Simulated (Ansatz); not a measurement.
Ca3SbP:
```
Ca3SbP
1.0
    5.37277     0.00000     0.00000
    0.00000     5.37277     0.00000
    0.00000     0.00000     5.37277
Ca Sb P
3 1 1
Direct
  0.00000   0.50000   0.50000
  0.50000   0.00000   0.50000
  0.50000   0.50000   0.00000
  0.00000   0.00000   0.00000
  0.50000   0.50000   0.50000
```

Relaxed with r²SCAN.

Q: Map the valence electron density (e/Å³), cut off at 0.7 on the plane through (0.000, 0.500, 0.500) spanned by u = [1, 0, 0] and v = [0, 1, 1] in lattice vectors, from r²SCAN in the plane-wave PAW code Ansatz.

A: x is the fraction of u, y of v (the angle between them is 90°; rows are the nearest grid lines); atoms in the plane: Ca at (0.00, 0.00), Sb at (0.00, 0.50), P at (0.50, 0.00).
```
|9999963358983003898533699999|
|9999932347998558997432399999|
|9999521235899999985321259999|
|4421000122456666542210001244|
|0000000001122222211000000000|
|0000000000011111100000000000|
|0000000000000000000000000000|
|2221110000000000000000111222|
|4432211000000000000001122344|
|9997532100000000000012357999|
|9999963210000000000123699999|
|9999974210000000000124799999|
|9999974210000000000124799999|
|9999963210000000000123699999|
|9997532100000000000012357999|
|4432211000000000000001122344|
|2221110000000000000000111222|
|0000000000000000000000000000|
|0000000000011111100000000000|
|0000000001122222211000000000|
|4421000122456666542210001244|
|9999521235899999985321259999|
|9999932347998558997432399999|
|9999963358983003898533699999|
```
Scale: ten equal steps from 0.028 (start of '0') to 0.700 (end of '9'), in the order '0123456789'; x runs from 0.000 to 1.00, y from 0.000 (bottom) to 1.00 (top).

The density is the valence pseudo-density with augmentation charge, so density and ELF within about 1 Å of a nucleus are not all-electron values.

Space group Pm-3m (anti-perovskite). The workflow started from a Materials Project entry (that database holds measured and hypothetical structures alike); the Crystallography Open Database copy checked does not list it. Whether it is the stable phase at ambient conditions was not checked. Symmetry was held in the r²SCAN relaxation; of distortions, only those at the zone centre were tested, and some modes there are weakly imaginary. Scalar-relativistic: spin–orbit coupling is off unless named, which matters more the heavier the elements.

Potentials: the later of the program's two PAW sets.
